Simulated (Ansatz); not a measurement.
With plane-wave PAW PBE (Ansatz code), AlCo in the orthorhombic phase (Cmcm; Al on 4c, Co on 4c) relaxes to a = 2.692 Å, b = 9.304 Å, c = 3.965 Å. Its formation energy from the elements is -0.27 eV/atom, with no fitted shifts.

Electronic character: metallic (no gap). The magnetic state found is ferromagnetic. The net moment is 0.21 μB per atom.

The start of the workflow was typed in or built on a structure type; neither database checked (COD, Materials Project) lists it. Its standing as an ambient phase is unchecked. The PBE relaxation kept the symmetry of its start; its stability against distortions is not shown here. Magnetic state: ferromagnetic, the only order run, not a proven ground state. Axis ratios of metals converge slowly with the k-mesh, so a and c are less sure than the volume. The references are the lowest solids computed at this level, not always the standard phases.

Potentials: the later of the program's two PAW sets.
